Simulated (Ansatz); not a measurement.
Input:

Starting cell, LiF (rock salt):

```yaml
crystal:
  lattice:
    - [0.00000, 3.99020, 3.99020]
    - [1.99510, 1.99510, 3.99020]
    - [1.99510, 1.99510, 0.00000]
  atoms:
    - { symbol: F, position: [0.00000, 0.00000, 0.00000] }
    - { symbol: F, position: [0.50000, 0.00000, 0.00000] }
    - { symbol: Li, position: [0.00000, 0.50000, 0.50000] }
    - { symbol: Li, position: [0.50000, 0.50000, 0.50000] }
```

The atoms are displaced by Q × the pattern below (from a DFPT mode at X = (0.5, 0.5, 0.0), largest move 1; Q in Å), at fixed cell. It is one choice among 2 degenerate patterns. (q is in reciprocal vectors of the primitive cell; the cell shown is doubled to hold the pattern.)

```json
[
 {"atom": "F1", "x": "0.000", "y": "1.000", "z": "0.000"},
 {"atom": "F2", "x": "0.000", "y": "-1.000", "z": "0.000"},
 {"atom": "Li3", "x": "0.000", "y": "-0.628", "z": "0.000"},
 {"atom": "Li4", "x": "0.000", "y": "0.628", "z": "0.000"}
]
```

All values below come from r2SCAN (plane waves to 500 eV, PAW, scalar-relativistic; Ansatz, a first-principles code). k mesh 14×14×14 (Γ-centred), Fermi-Dirac smearing 0.05 eV. Energies are smeared free energies. LiF was relaxed with its symmetry unable to fall. ΔE is measured from the undisplaced structure.

The scan covers Q from -0.100 to 0.100 Å in 13 points.

### Question
Which space group does the distorted structure have?

### Answer
Cmcm (No. 63), lowered from Fm-3m.

### Question
Is this a single well or a double well?

### Answer
A single well with its minimum at or next to zero displacement.

### Question
What is the energy change at Q = 0.100 Å?

### Answer
51.5 meV/cell.

### Question
What harmonic wavenumber does the curvature at Q = 0 give?

### Answer
253 cm⁻¹.

(A displaced cell: forces are minus the slopes of the energy, force constants its curvatures, and phonons follow from these.)
